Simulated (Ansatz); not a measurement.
# GaSb with Si replacing Ga: gradients before and after relaxing the atoms

Start: a supercell of GaSb (zinc blende type, F-43m) built from a COD entry (the entry's cell lengths or inner coordinates differ somewhat from later room-temperature determinations), with all atoms left at the host's positions.

```xyz
54
Lattice="0.0000 9.1770 9.1770 9.1770 0.0000 9.1770 9.1770 9.1770 0.0000" Properties=species:S:1:pos:R:3 pbc="T T T"
Si    0.0000    0.0000    0.0000
Ga    3.0590    3.0590    0.0000
Ga    6.1180    6.1180    0.0000
Ga    3.0590    0.0000    3.0590
Ga    6.1180    3.0590    3.0590
Ga    9.1770    6.1180    3.0590
Ga    6.1180    0.0000    6.1180
Ga    9.1770    3.0590    6.1180
Ga   12.2360    6.1180    6.1180
Ga    0.0000    3.0590    3.0590
Ga    3.0590    6.1180    3.0590
Ga    6.1180    9.1770    3.0590
Ga    3.0590    3.0590    6.1180
Ga    6.1180    6.1180    6.1180
Ga    9.1770    9.1770    6.1180
Ga    6.1180    3.0590    9.1770
Ga    9.1770    6.1180    9.1770
Ga   12.2360    9.1770    9.1770
Ga    0.0000    6.1180    6.1180
Ga    3.0590    9.1770    6.1180
Ga    6.1180   12.2360    6.1180
Ga    3.0590    6.1180    9.1770
Ga    6.1180    9.1770    9.1770
Ga    9.1770   12.2360    9.1770
Ga    6.1180    6.1180   12.2360
Ga    9.1770    9.1770   12.2360
Ga   12.2360   12.2360   12.2360
Sb    1.5295    1.5295    1.5295
Sb    4.5885    4.5885    1.5295
Sb    7.6475    7.6475    1.5295
Sb    4.5885    1.5295    4.5885
Sb    7.6475    4.5885    4.5885
Sb   10.7065    7.6475    4.5885
Sb    7.6475    1.5295    7.6475
Sb   10.7065    4.5885    7.6475
Sb   13.7655    7.6475    7.6475
Sb    1.5295    4.5885    4.5885
Sb    4.5885    7.6475    4.5885
Sb    7.6475   10.7065    4.5885
Sb    4.5885    4.5885    7.6475
Sb    7.6475    7.6475    7.6475
Sb   10.7065   10.7065    7.6475
Sb    7.6475    4.5885   10.7065
Sb   10.7065    7.6475   10.7065
Sb   13.7655   10.7065   10.7065
Sb    1.5295    7.6475    7.6475
Sb    4.5885   10.7065    7.6475
Sb    7.6475   13.7655    7.6475
Sb    4.5885    7.6475   10.7065
Sb    7.6475   10.7065   10.7065
Sb   10.7065   13.7655   10.7065
Sb    7.6475    7.6475   13.7655
Sb   10.7065   10.7065   13.7655
Sb   13.7655   13.7655   13.7655
```

Atom numbers follow the list; atoms alike are taken as one site, whose name carries the number of the first.

Level of theory: DFT, PBE, plane waves and PAW, scalar-relativistic, 420 eV cutoff, Γ-centred 2×2×2 k-points, Fermi–Dirac smearing 0.01 eV, cell charge +1 (Ansatz 0.2.0).

The largest force at the start is 0.26 eV/Å. Relaxing the ions at fixed cell moves them by 0.027 Å at most (atom 30, Sb) and 0.015 Å rms.

| site | atom | moved (Å) | first shell before | first shell after | V_zz before (10²¹ V/m²) | η before |
| --- | --- | --- | --- | --- | --- | --- |
| Si | 1 | 0.000 | 4 Sb at 2.65 Å | 4 Sb at 2.62 Å | 0.00 | – |
| Ga2 | 2 | 0.025 | 4 Sb at 2.65 Å | 4 Sb at 2.64–2.68 Å | 1.15 | 0.33 |
| Ga5 | 5 | 0.004 | 4 Sb at 2.65 Å | 4 Sb at 2.64–2.65 Å | -0.22 | 0.00 |
| Ga9 | 9 | 0.006 | 4 Sb at 2.65 Å | 4 Sb at 2.64–2.65 Å | -0.19 | 0.00 |
| Ga15 | 15 | 0.008 | 4 Sb at 2.65 Å | 4 Sb at 2.64–2.65 Å | -0.087 | 0.98 |
| Sb28 | 28 | 0.027 | 1 Si at 2.65 Å, 3 Ga at 2.65 Å | 1 Si at 2.62 Å, 3 Ga at 2.68 Å | 17.68 | 0.00 |
| Sb29 | 29 | 0.005 | 4 Ga at 2.65 Å | 4 Ga at 2.65–2.66 Å | 2.74 | 0.46 |
| Sb33 | 33 | 0.011 | 4 Ga at 2.65 Å | 4 Ga at 2.64–2.65 Å | -0.99 | 0.55 |
| Sb41 | 41 | 0.001 | 4 Ga at 2.65 Å | 4 Ga at 2.64 Å | 0.21 | 0.00 |

Q: How do the gradients change?

A: 

| site | atom | V_zz after | η after | change of V_zz |
| --- | --- | --- | --- | --- |
| Si | 1 | 0.00 | – | 0.00 |
| Ga2 | 2 | 1.62 | 0.54 | +0.47 |
| Ga5 | 5 | -0.17 | 0.00 | +0.05 |
| Ga9 | 9 | -0.19 | 0.00 | 0.00 |
| Ga15 | 15 | -0.24 | 0.78 | -0.15 |
| Sb28 | 28 | 16.18 | 0.00 | -1.50 |
| Sb29 | 29 | 2.64 | 0.47 | -0.10 |
| Sb33 | 33 | -0.76 | 0.80 | +0.23 |
| Sb41 | 41 | <0.005 | – | -0.21 |

The largest change of V_zz is on Sb28, from 17.68 to 16.18. In per cent, |V_zz| changes by -8 to -4 on Sb (all sites that start above 2). Where |V_zz| stays above 0.1, η moves most on Sb33, from 0.55 to 0.80. Other sites without a gradient aren't listed.

The run isn't spin-polarised, and a state with spin may lie lower. The defect repeats with the cell of 54 atoms, so it feels its images: sites between two images don't show the values beside a lone defect, and zeros or small values of η there can come from the images' arrangement. A uniform background compensates the cell's charge. The defect cell has no gap above 0.1 eV on its mesh, so the values can hang on the smearing and the k-mesh. Without spin–orbit coupling (the program notes it for Sb) the gradients can shift somewhat, as the gap is small. With these PAW files V_zz is typically within 2 to 3 % of all-electron values, but misses above 10 % occur on Sb.
Before: The neighbours have not yet relaxed around the defect (largest force 0.26 eV/Å), so a real crystal will differ.
After: The relaxation keeps the site symmetry -43m of the start, so the impurity can't leave its site; a distortion that would localise the partly filled state isn't explored.
